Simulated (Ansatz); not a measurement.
MgO (rock salt, space group No. 225), r²SCAN in the plane-wave PAW code Ansatz. The conduction-band minimum lies at Γ, with 1 equivalent valley. Second derivatives d²E/dk² of the lowest band at one valley (eV·Å²), along Cartesian directions:

| direction | d²E/dk² |
|---|---|
| [100] | 20.92 |
| [010] | 20.92 |
| [001] | 20.92 |
| [110] | 20.91 |
| [101] | 20.91 |
| [011] | 20.91 |

Find the principal effective masses, the density-of-states mass and the conductivity mass.

Off-diagonal terms follow from H_xy = H[110] − (H_xx + H_yy)/2, and m*/mₑ = 7.620 eV·Å² over each eigenvalue: 0.36, 0.36, 0.36. One valley's DOS mass (m₁m₂m₃)^(1/3) = 0.36, conductivity mass 3/(Σ 1/mᵢ) = 0.36 mₑ.

What effective density of states Nc follows at 300 K for parabolic valleys?

Nc = 2.509e19 × 1 × (0.36)^(3/2) ≈ 5.4e18 cm⁻³.

Space group Fm-3m (rock salt). Symmetry was held in the r²SCAN relaxation.

Potentials: the later of the program's two PAW sets.

Edges and masses are those of Kohn–Sham bands, whose gap is no quasiparticle gap.
